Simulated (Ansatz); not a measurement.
Notes on Rb₂LiAlO₄

```xyz
16
Lattice="5.7665 0.0164 -0.4465 -0.0913 7.1352 0.1388 -0.6879 0.4038 7.1189" Properties=species:S:1:pos:R:3 pbc="T T T"
Rb    2.2528    2.0151    3.5068
Rb    5.0207    6.2687    2.0912
Al    4.5695    0.4432    4.6457
Al    2.0955    5.6728    1.7261
O     2.1473    4.9761    6.6784
O     3.9264    4.0809    5.4765
Rb    4.4588    2.8936    0.8909
Rb    1.4432    1.0268    0.0620
O     0.5756    3.9871    6.1494
O     4.3519    0.4143   -0.3186
Li    2.3779    6.7625    5.6139
Li    2.8647    4.9991    3.9318
O     0.8115    5.0264    4.5711
O     0.1555    2.8093    4.9298
O    -0.6726    5.0037    6.8486
O     0.6093    7.2507    4.6104
```

Single point in Ansatz 0.2.0 with r2SCAN, no spin polarisation. Cutoff 500 eV, PAW datasets, 3×3×3 (shifted by 0.5, 0, 0 steps) k mesh, fermi-dirac filling (width 0.0663 eV).

**Question.** Where is the largest force?

**Answer.** The largest is on O15: 3.97 eV/Å, components (-1.93, -2.34, -2.56). It makes 75° with the line to a nearest neighbour, O9 at 1.76 Å.

**Question.** Metal or insulator?

**Answer.** Counting bands on this mesh leaves a gap of 0.12 eV, but it is narrow, so a finer mesh and a narrower smearing would have to settle it.

**Question.** Is it stable against the elements?

**Answer.** 0.01 eV an atom against the elements' usual phases (free molecules for gases, crystals otherwise, with no correction for O₂ or N₂), too near zero to call. Relaxing would lower it.

**Question.** Describe some of the short contacts.

**Answer.** O–O at 1.75 Å: least valence density 0.89 e/Å³ and ELF 0.40 there. Li–O at 2.09 Å: least valence density 0.15 e/Å³ and ELF 0.04 there. Al–O at 2.02 Å is left out, since its least density falls inside a PAW sphere. Both are smooth PAW fields, read partly inside the augmentation spheres.

**Question.** What does the stress say?

**Answer.** The pressure is -1.7 GPa (compression positive), so with the atoms held at these fractions the cell would first shrink; the forces are large, so a full relaxation may end otherwise. The principal stresses -8.6, -0.3, 3.8 GPa differ, so its shape would change too.

Origin: a disordered cell, so it need not be a known compound. Caveats: many states at the Fermi level without spin polarisation, so a magnetic state may lie lower; the k mesh is coarse if the cell is a metal; atoms or cell far from equilibrium; the gap is not wide against the smearing.
